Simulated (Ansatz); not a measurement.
Polymorphs of WN2, each relaxed with HSE06 in the plane-wave PAW code Ansatz:

A: P6_3/mmc
a = b = 2.902 Å, c = 7.708 Å, α = β = 90.00°, γ = 120.00°

```tsv
atom	site	symmetry	x	y	z
W	2d	-6m2	0.6667	0.3333	0.2500
N	4e	3m.	0.0000	0.0000	0.0903
```

B: Fd-3m
a = b = c = 8.479 Å, α = β = γ = 90.00°

```tsv
atom	site	symmetry	x	y	z
W	8b	-43m	0.5000	0.5000	0.5000
N	16d	.-3m	0.6250	0.6250	0.6250
```

Problem. Order them by energy per atom at 0 K (lowest first) at the level HSE06.

Solution. A (+0 meV/atom), B (+118 meV/atom)

Problem. Give each one's gap.

Solution. A 1.95 eV; B 1.42 eV.

Standing as an ambient phase not checked: A; B. All cells were relaxed under the symmetry of their starts (and spin orders); stability against distortions was not tested throughout. Rows with no word on spin ran without spin polarisation. Spin–orbit coupling is left out wherever it is not named.

Potentials: the later of the program's two PAW sets.
